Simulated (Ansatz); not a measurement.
Re:
```
Re
1.0
    2.73827     0.00000     0.00000
   -1.36913     2.37141     0.00000
    0.00000     0.00000     4.41497
Re
2
Cartesian
  0.00000   1.58094   1.10374
  1.36913   0.79047   3.31123
```

Relaxed with LDA. Special points in fractions of this cell's reciprocal vectors: Γ (0.000, 0.000, 0.000); M (0.500, 0.000, 0.000); K (0.333, 0.333, 0.000); A (0.000, 0.000, 0.500); L (0.500, 0.000, 0.500); H (0.333, 0.333, 0.500).

Question: List the band energies nearest the Fermi level at these points for LDA (plane waves, PAW; program Ansatz).

Answer: In eV from the Fermi level; about four levels below and three above (degenerate sets whole), none deeper than 8.9 eV; … stands for higher levels left out; points with the same levels are listed once.

| k | below | above |
|---|---|---|
| Γ | -1.67 -1.67 -1.64 -0.79 -0.79 | 0.15 0.15 0.80 |
| M | -2.05 -1.67 -1.38 -0.60 | 4.12 4.57 4.68 |
| K | -3.42 -2.18 -2.18 -0.02 | 3.14 3.14 3.66 |
| A | -1.80 -1.80 -1.80 -1.80 | … |
| L | -6.46 -6.46 -4.24 -4.24 | 0.38 0.38 1.04 1.04 |
| H | -3.82 -3.82 -2.16 -2.16 | 0.04 0.04 3.46 3.46 |

Space group P6_3/mmc (hcp (Mg type)). The cell was relaxed with LDA under the symmetry of its start. The run is not spin-polarised. Spin–orbit coupling is left out wherever it is not named.

Potentials: the earlier of the program's two PAW sets. The files were generated under PBE; for other functionals the program regenerates the frozen cores, and for LDA and PBEsol the local potential too.
